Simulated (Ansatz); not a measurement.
One crystal and one scan (frozen-phonon scan) at two levels, PBE (plane waves to 420 eV, PAW, scalar-relativistic; Ansatz, a quantum-chemistry and plane-wave program) and r2SCAN (plane waves to 500 eV, PAW, scalar-relativistic; Ansatz), each from its own relaxed cell and on its own mesh. The cell shown is that of PBE.

BN (zinc blende)

```
CELL_PARAMETERS angstrom
      0.00000     1.81205     1.81205
      1.81205     0.00000     1.81205
      1.81205     1.81205     0.00000
ATOMIC_POSITIONS crystal
  N  0.75000 0.75000 0.75000
  B  0.00000 0.00000 0.00000
```

The atoms are displaced by Q × the pattern below (from a DFPT mode at Γ, largest move 1; Q in Å), at fixed cell. It is one choice among 3 degenerate patterns.

| atom | x | y | z |
|---|---|---|---|
| N1 | 0.000 | 0.000 | -0.772 |
| B2 | 0.000 | 0.000 | 1.000 |

BN was relaxed with its symmetry unable to fall. The PAW data are Ansatz's earlier set. Percentages come from the unrounded values. Both scans cover Q from -0.180 to 0.180 Å.

Results of PBE:

```
Quantity                                                                                                                                           Value
----------------------------------------------------------------------------------------  --------------------------------------------------------------
Lattice constant a (Å)                                                                                                                             3.624
Energy at Q = 0.180 Å (meV/cell)                                                                                                                    1072
Harmonic wavenumber from the curvature (finite differences) (cm⁻¹ (negative: imaginary))                                                            1025
Space group of the distorted cell                                                                                      Imm2 (No. 44), lowered from F-43m
Symmetry of the curve                                                                                                      even: the same for both signs
Shape of the curve                                                                        a single well with its minimum at or next to zero displacement
```

### Question
Estimate the r2SCAN values.

### Answer
| quantity | r2SCAN | PBE − r2SCAN |
|---|---|---|
| Lattice constant a (Å) | 3.609 | +0.015 (+0.4 %) |
| Energy at Q = 0.180 Å (meV/cell) | 1111 | -39 (-3.4 %) |
| Harmonic wavenumber from the curvature (finite differences) (cm⁻¹ (negative: imaginary)) | 1042 | -17 (-1.6 %) |

PBE gives the higher value for: lattice constant a. PBE gives the lower value for: energy at Q = 0.180 Å; harmonic wavenumber from the curvature. Both give the same space group of the distorted cell: Imm2 (No. 44), lowered from F-43m. Neither level is exact: the differences show how much the result hangs on the functional.

(A displaced cell: forces are minus the slopes of the energy, force constants its curvatures, and phonons follow from these.)
